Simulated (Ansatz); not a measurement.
**Te (trigonal-Te type, space group P3_121): map of one atom of the cell**

Starting cell, Te (trigonal-Te type, space group P3_121):

```
CELL_PARAMETERS angstrom
      4.62355     0.00000     0.00000
     -2.31177     4.00411     0.00000
      0.00000     0.00000     5.90437
ATOMIC_POSITIONS crystal
  Te 0.25344 0.00000 0.33333
  Te 0.00000 0.25344 0.66667
  Te 0.74656 0.74656 0.00000
```

Two-dimensional scan of atom 2 (Te, nearest neighbour Te at 2.827 Å; its periodic images, 4.6 Å or more away, move with it): u runs along (1.000, 0.000, 0.000), v along (0.000, 1.000, 0.000) (Cartesian). Cell and other atoms are fixed.

Computed with r2SCAN (plane waves to 500 eV, PAW, scalar-relativistic; Ansatz, an electronic-structure program). k mesh 7×7×5 (Γ-centred), Fermi-Dirac smearing 0.05 eV. Energies are smeared free energies. As the smearing reaches across the gap at some points, energies and forces of such displacements shift with the k mesh and the smearing. Fu and Fv are the components of the force on the atom. Spin-orbit coupling is left out, though Te is heavy. Te was relaxed with its symmetry unable to fall. The PAW data are Ansatz's earlier set. The zero of ΔE is the undisplaced structure. Axes are in Å.

ΔE (meV/cell), with u across and v down:

| v \ u | -0.420 | -0.280 | -0.140 | 0.000 | 0.140 | 0.280 | 0.420 |
|---|---|---|---|---|---|---|---|
| -0.420 | 481 | 412 | 393 | 436 | 553 | 754 | 1048 |
| -0.280 | 314 | 217 | 168 | 179 | 262 | 425 | 678 |
| -0.140 | 233 | 122 | 54 | 41 | 94 | 221 | 431 |
| 0.000 | 216 | 104 | 28 | 0 | 31 | 128 | 297 |
| 0.140 | 235 | 136 | 64 | 33 | 51 | 125 | 262 |
| 0.280 | 258 | 187 | 135 | 113 | 129 | 190 | 300 |
| 0.420 | 252 | 225 | 209 | 211 | 237 | 294 | 384 |

Fu (eV/Å), with u across and v down:

| v \ u | -0.420 | -0.280 | -0.140 | 0.000 | 0.140 | 0.280 | 0.420 |
|---|---|---|---|---|---|---|---|
| -0.420 | 0.63 | 0.33 | -0.07 | -0.56 | -1.12 | -1.76 | -2.45 |
| -0.280 | 0.81 | 0.54 | 0.15 | -0.32 | -0.87 | -1.48 | -2.13 |
| -0.140 | 0.89 | 0.66 | 0.30 | -0.13 | -0.63 | -1.20 | -1.80 |
| 0.000 | 0.89 | 0.69 | 0.38 | 0.00 | -0.45 | -0.95 | -1.48 |
| 0.140 | 0.78 | 0.63 | 0.38 | 0.06 | -0.32 | -0.75 | -1.20 |
| 0.280 | 0.56 | 0.45 | 0.28 | 0.03 | -0.27 | -0.61 | -0.97 |
| 0.420 | 0.22 | 0.16 | 0.06 | -0.09 | -0.29 | -0.52 | -0.78 |

Key numbers:

| Property | Value |
|---|---|
| Principal force constants in the plane (five-point differences of the forces) | 2.6 and 4.2 eV/Å² |
| Softest direction at the centre | 30° from u towards v |
| Centre of the map | a minimum |
| Lowest place on the grid | u = 0.000 Å, v = 0.000 Å (0 meV/cell) |
| Highest place on the grid | u = 0.420 Å, v = -0.420 Å (1048 meV/cell) |

(A displaced cell: forces are minus the slopes of the energy, force constants its curvatures, and phonons follow from these.)
